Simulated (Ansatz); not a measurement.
Starting cell, HfO₂ (fluorite):

```xyz
6
Lattice="0.0000 5.0981 5.0981 2.5491 0.0000 2.5491 2.5491 2.5491 0.0000" Properties=species:S:1:pos:R:3 pbc="T T T"
Hf     0.0000     0.0000     0.0000
Hf     0.0000     2.5491     2.5491
O      1.2745     1.2745     1.2745
O      1.2745     3.8236     3.8236
O      3.8236     3.8236     3.8236
O      3.8236     6.3727     6.3727
```

In each cell atom 5 (O, nearest neighbour Hf at 2.208 Å; its periodic images, 3.6 Å or more away, move with it) moves by s·(0.577, 0.577, 0.577) (along Cartesian [111]), the rest being held.

Method: PBE (plane waves to 420 eV, PAW, scalar-relativistic; Ansatz, a quantum-chemistry and plane-wave program). k mesh 9×9×9 (Γ-centred), Fermi-Dirac smearing 0.05 eV. E stands for the smeared free energy. Left out: 2 of 11 points, with atoms too close for the PAW data. HfO2 is run without spin polarisation. HfO2 was relaxed with its symmetry unable to fall. Spin-orbit coupling is left out, though Hf is heavy. The PAW data are Ansatz's earlier set. This is a high-temperature form of HfO2. The zero of ΔE is the undisplaced structure.

| s (Å) | ΔE (meV/cell) |
|---|---|
| -0.660 | 1504 |
| -0.528 | 1055 |
| -0.396 | withheld |
| -0.264 | 319 |
| -0.132 | 88 |
| 0.000 | 0 |
| 0.132 | 112 |
| 0.264 | 516 |
| 0.396 | 1356 |

### Question
Fit a polynomial form (powers 2, 3, 4) to the given rows and predict ΔE at s = -0.396.

### Answer
Least squares on the 8 given rows: ΔE = (5937)·s² + (5628)·s³ + (2842)·s⁴, in meV/cell with s in Å; root-mean-square residual 7.0 meV/cell. At -0.396 the fit gives 651 meV/cell; the calculation gives 651 meV/cell, the same to the digits shown. The quadratic term alone would give 931 meV/cell.

(For displaced atoms, the force is minus the slope of the energy, and its curvature is a force constant, which sets phonon frequencies.)
